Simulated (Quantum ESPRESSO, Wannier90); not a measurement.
# MgZnO2 (R-3m): Wannier90 run

```xyz
4
Lattice="-1.5218 2.6359 0.0000 -3.0436 0.0000 0.0000 -1.5218 0.8786 4.9465" Properties=species:S:1:pos:R:3 pbc="T T T"
Mg     0.0000     0.0000     0.0000
Zn    -3.0436     1.7572     2.4732
O      1.5218    -0.8786    -1.1934
O     -1.5218     0.8786     1.1934
```

Materials Project entry mp-1221939; symmetrised, unrelaxed at this level. Not found in the COD (Crystallography Open Database) copy used; not checked further. Method: PBEsol plane waves in Quantum ESPRESSO 7.5 (PseudoDojo norm-conserving files, 68 Ry, no spin polarisation, no spin-orbit coupling), Bloch states on a 8×8×8 mesh through Γ, Wannier90 4.0.1. Density: 12×12×12 mesh, cold smearing 0.01 Ry.

A tight-binding model is made by disentanglement and projection with no localisation steps (num_iter = 0), so the 21 orbitals stay atom-like: hydrogen-like Mg: s;p; Zn: s;p;d; O: s;p, axes along x, y, z; frozen window up to 3.85 eV relative to the valence-band maximum. It follows pw.x to 0.7 meV rms for states up to 3.4 eV relative to the valence-band maximum. Matrix elements depend on this choice of orbitals and windows.

**Question.** What are the on-site energies relative to the valence-band maximum, and how fast do the hoppings decay?

**Answer.** 
```
atom    orbitals  energy (eV)
----  ----------  -----------
Mg1            s         9.83
Mg1           pz        13.93
Mg1        px py        14.26
Zn2            s         5.19
Zn2           pz        12.06
Zn2        px py        11.92
Zn2          dz2        -4.38
Zn2      dxz dyz        -4.54
Zn2   dx2-y2 dxy        -4.46
O3             s       -15.11
O3      pz px py        -1.10
O4             s       -15.11
O4      pz px py        -1.10
```

```csv
distance of the centres (Å),largest modulus (eV)
2–3,1.4
3–4,1.5
4–5,0.39
5–6,0.092
6–7,0.061
7–8,0.030
8–9,0.017
9–10,0.0083
```
